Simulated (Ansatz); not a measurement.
Cu₃Sn:
```
Cu3Sn
1.0
    5.51483     0.00000     0.00000
   -2.75741     4.77598     0.00000
    0.00000     0.00000     4.26623
Cu Sn
6 2
Direct
  0.15538   0.84462   0.75000
  0.84462   0.15538   0.25000
  0.31076   0.15538   0.25000
  0.68924   0.84462   0.75000
  0.15538   0.31076   0.75000
  0.84462   0.68924   0.25000
  0.33333   0.66667   0.25000
  0.66667   0.33333   0.75000
```

Relaxed with r²SCAN.

Problem. Map the valence electron density (e/Å³), cut off at 5 on the plane through (0.155, 0.845, 0.750) spanned by u = [1, 1, 0] and v = [1, -1, 0] in lattice vectors, from the program Ansatz at the r²SCAN level (PAW).

Solution. x is the fraction of u, y of v (the angle between them is 90°; rows are the nearest grid lines); atoms in the plane: Cu at (0.00, 0.00), Cu at (0.50, 0.50), Cu at (0.27, 0.27), Cu at (0.77, 0.77), Cu at (0.23, 0.77), Cu at (0.73, 0.27), Sn at (0.00, 0.51), Sn at (0.50, 0.01).
```
|@@@%.     :*@@@@@*:     .%@@@|
|@@*:       .-+#+-.       :*@@|
|-:.         .....         .:-|
|                             |
|    :*@@*:         :*@@*:    |
|   -@@@@@@=       =@@@@@@-   |
|   -@@@@@@-       -@@@@@@-   |
|    .-++-.         .-++-.    |
|                             |
|...                       ...|
|*+-.        .:-:.        .-+*|
|@@@*:     .*@@@@@*.     :*@@@|
|@@@=.     .*@@@@@*.     .=@@@|
|...         .:-:.         ...|
|                             |
|      ....         ....      |
|    :@@@@@%:     :%@@@@@:    |
|    -@@@@@@-     -@@@@@@-    |
|    .*@@@@+.     .+@@@@*.    |
|                             |
|                             |
|-:.        .-+*+-.        .:-|
|@@*:      .-%@@@%-.      :*@@|
|@@@%.     :*@@@@@*:     .%@@@|
```
Scale: ten equal steps from 0.149 (start of ' ') to 5.00 (end of '@'), in the order ' .:-=+*#%@'; x runs from 0.000 to 1.00, y from 0.000 (bottom) to 1.00 (top).

The density is the valence pseudo-density with augmentation charge, so density and ELF within about 1 Å of a nucleus are not all-electron values.

Space group P6_3/mmc. The first step of the workflow began from a Materials Project structure, measured or hypothetical; the Crystallography Open Database copy checked does not list it. COD files the formula under space group No. 59, 63, so this cell is another polymorph or a model. Its standing as an ambient phase is unchecked. Symmetry was held in the r²SCAN relaxation; its stability against distortions is not shown here. The run is not spin-polarised. Spin–orbit coupling is left out wherever it is not named.

Potentials: the later of the program's two PAW sets.
